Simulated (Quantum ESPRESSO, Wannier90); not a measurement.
**Wannierisation of CsBr (CsCl type)**

```xyz
2
Lattice="4.3256 0.0000 0.0000 0.0000 4.3256 0.0000 0.0000 0.0000 4.3256" Properties=species:S:1:pos:R:3 pbc="T T T"
Cs     0.0000     0.0000     0.0000
Br     2.1628     2.1628     2.1628
```

Structure: Materials Project mp-22906, symmetrised, not relaxed again. COD (Crystallography Open Database) has an entry of this formula and space group (matched by these alone). Method: PBEsol plane waves in Quantum ESPRESSO 7.5 (PseudoDojo norm-conserving files, 40 Ry, spinors with spin-orbit coupling), Bloch states on a 6×6×6 mesh through Γ, Wannier90 4.0.1. Density: 8×8×8 mesh, cold smearing 0.01 Ry.

Bands 3-4 form an isolated set from -12.54 to -12.35 eV relative to the valence-band maximum (on the path) and are turned into 2 Wannier functions by minimising the spread from the start: atomic waves Br 4s.

Problem. Where do the functions sit, how wide are they and what are they made of?

Solution. 
```json
[
 {"functions": "2", "spread (Å²)": "1.02", "nearest atom, distance (Å)": "Br 0.00", "second atom, distance (Å)": "Cs 3.75", "weight on atomic waves": "Br 4s 94 %, Cs 6s 5 %"}
]
```

Ω_I = 2.05 Å², Ω_total = 2.05 Å²; the interpolated bands follow pw.x to 0.0 meV rms on the path. Only this start was tried; a symmetric start can stop on a saddle, and mixtures of these functions could lower the total by at most Ω_total − Ω_I.
